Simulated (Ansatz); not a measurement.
Mo$_{2}$N in space group R-3m (No. 166; Mo on 6c, N on 3a) under volume change, r²SCAN (plane waves, PAW; program Ansatz), shape and atoms relaxed at each volume.

```json
[
 {"V (Å³/atom)": "10.880", "E − E(relaxed) (meV/atom)": "115.7", "P (GPa)": "37.46"},
 {"V (Å³/atom)": "11.239", "E − E(relaxed) (meV/atom)": "48.5", "P (GPa)": "22.91"},
 {"V (Å³/atom)": "11.597", "E − E(relaxed) (meV/atom)": "11.5", "P (GPa)": "10.54"},
 {"V (Å³/atom)": "11.956", "E − E(relaxed) (meV/atom)": "0.0", "P (GPa)": "-0.01"},
 {"V (Å³/atom)": "12.315", "E − E(relaxed) (meV/atom)": "10.3", "P (GPa)": "-8.99"},
 {"V (Å³/atom)": "12.673", "E − E(relaxed) (meV/atom)": "39.3", "P (GPa)": "-16.63"},
 {"V (Å³/atom)": "13.032", "E − E(relaxed) (meV/atom)": "83.9", "P (GPa)": "-23.10"}
]
```

Question: What does a third-order Birch–Murnaghan fit give for V₀, B₀ and B′?

Answer: V₀ = 11.96 Å³/atom, B₀ = 323 GPa, B′ = 4.4.

The workflow started from a Materials Project entry (that database holds measured and hypothetical structures alike); the Crystallography Open Database copy checked does not list it. COD files the formula under space group No. 141. Whether it is the stable phase at ambient conditions was not checked. The r²SCAN relaxation kept the symmetry of its start; its stability against distortions is not shown here. No spin polarisation was allowed.

Potentials: the earlier of the program's two PAW sets. The files were generated under PBE; for other functionals the program regenerates the frozen cores, and for LDA and PBEsol the local potential too.
